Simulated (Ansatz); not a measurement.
CuCl (zinc blende), relaxed and computed with several functionals in Ansatz (plane waves, PAW).

```
functional  a (Å)  gap (eV)  B₀ by P(V) fit (GPa)
----------  -----  --------  --------------------
LDA         5.208      0.63                  74.3
PBE         5.424      0.53                  48.7
HSE06         [?]       [?]                   [?]
```

Problem. Some entries are withheld; supply them.

Solution. 
- HSE06, a (Å): 5.448
- HSE06, gap (eV): 2.35
- HSE06, B₀ by P(V) fit (GPa): 45.9

All cells were relaxed under the symmetry of their starts (and spin orders); stability against distortions was not tested throughout. Rows with no word on spin ran without spin polarisation.

Potentials: the later of the program's two PAW sets.

Ansatz (an electronic-structure program) is a plane-wave DFT program.
